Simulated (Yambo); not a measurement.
Quantum ESPRESSO input (PBEsol, PseudoDojo standard norm-conserving files, scalar-relativistic) whose wavefunctions are converted with p2y:

```
&CONTROL
  calculation = 'nscf'
  pseudo_dir = './pseudo'
  outdir = './out'
/
&SYSTEM
  ibrav = 0
  nat = 10
  ntyp = 4
  ecutwfc = 100.0
  ecutrho = 400.0
  occupations = 'fixed'
  force_symmorphic = .true.
  nbnd = 311
/
&ELECTRONS
  conv_thr = 1e-08
  diago_full_acc = .true.
  diago_thr_init = 1e-08
/
ATOMIC_SPECIES
Li 6.9400 Li.upf
Cl 35.4500 Cl.upf
Cs 132.9055 Cs.upf
Lu 174.9668 Lu.upf
CELL_PARAMETERS angstrom
  0.000000000000   5.270930000000   5.270930000000
  5.270930000000   0.000000000000   5.270930000000
  5.270930000000   5.270930000000   0.000000000000
ATOMIC_POSITIONS crystal
Li   0.500000000000   0.500000000000   0.500000000000
Cl   0.753840000000   0.246160000000   0.246160000000
Cl   0.246160000000   0.753840000000   0.753840000000
Cl   0.246160000000   0.753840000000   0.246160000000
Cl   0.753840000000   0.246160000000   0.753840000000
Cl   0.246160000000   0.246160000000   0.753840000000
Cl   0.753840000000   0.753840000000   0.246160000000
Cs   0.750000000000   0.750000000000   0.750000000000
Cs   0.250000000000   0.250000000000   0.250000000000
Lu   0.000000000000   0.000000000000   0.000000000000
K_POINTS automatic
1 1 1 0 0 0
```

Yambo's initialisation report on symmetry, reciprocal space, the k grid and the gaps on this mesh:

```
  [02.02] Symmetries
  ==================

  Inversion symmetry    : yes
  Spatial inversion     : yes
  Inversion index       :  25
  K-space Time-reversal : no
  Magnetic symmetries   : no
  Group table correct   : yes
  Symmetries units      :  [cc]

  [02.03] Reciprocal space
  ========================

  nG shells         :  1344
  nG charge         :  267379
  nG WFs            :   33487
  nC WFs            :   33487
  G-vecs. in first 80 shells:  [ Number ]
     1    9   15   27   51   59   65   89  113
    137   169   181   229   259   283   307   331   339
    387   411   459   531   537   561   609   645   701
    725   749   821   869   893   941   965  1037  1067
   1139  1211  1243  1291  1363  1411  1459  1471  1591
   1639  1687  1759  1807  1837  1893  1917  1989  2085
   2109  2133  2229  2277  2397  2421  2445  2565  2637
   2685  2733  2741  2837  2891  2975  3071  3119  3143
    3215   3287   3383   3479   3527   3647   3695   3719
  ...
  Shell energy in first 80 shells:  [ mHa ]
     0.0000  149.2172  198.9562  397.9124  547.1296  596.8686  795.8249  945.0420  994.7811
    1193.74      1342.95      1591.65      1740.87      1790.61      1989.56      2138.78      2188.52      2387.47
    2536.69      2586.43      2785.39      2934.60      3183.30      3332.52      3382.26      3581.21      3730.43
    3780.17      3979.12      4128.34      4178.08      4377.04      4526.25      4774.95      4924.17      4973.91
    5172.86      5322.08      5371.82      5719.99      5769.73      5968.69      6117.90      6366.60      6515.82
    6565.56      6764.51      6913.73      6963.47      7162.42      7311.64      7361.38      7560.34      7709.55
    7958.25      8107.47      8157.20      8356.16      8505.38      8555.12      8754.07      8903.29      8953.03
    9151.99      9301.20      9549.90      9699.12      9748.85      9947.81      10097.0      10146.8      10345.7
    10494.9      10544.7      10743.6      10892.9      11141.5      11290.8      11340.5      11539.5
  ...

  [02.04] K-grid lattice
  ======================

  Compatible Grid is   : 0D
  K lattice UC volume  :  0.125502 [a.u.]

  IBZ K-points                                      :  1
  BZ  K-points                                      :  1

  K/Q-points units:
  rlu = crystal or reduced units; cc = cartesian coordinates; iku = interal k-units

  K [1]          [rlu]:  0.000000  0.000000  0.000000
         WF components:   33487

  [02.05] Energies & Occupations
  ==============================

  [X] === General ===
  [X] Electronic Temperature                        :  0.000000  0.000000 [eV K]
  [X] Bosonic    Temperature                        :  0.000000  0.000000 [eV K]
  [X] Finite Temperature mode                       : no
  [X] El. density                                   :  0.30046E+24 [cm-3]
  [X] Fermi Level                                   :  2.639098 [eV]

  [X] === Gaps and Widths ===
  [X] Conduction Band Min                           :  5.231750 [eV]
  [X] Valence Band Max                              :  0.000000 [eV]
  [X] Filled Bands                                  :   44
  [X] Empty Bands                                   :   45  311
  [X] Direct Gap                                    :  5.231750 [eV]
  [X] Direct Gap localized at k                     :  1
```
The gaps are PBEsol values on this mesh alone; only operations without fractional translations are kept.

Geometry of the Materials Project entry, not relaxed at this level.
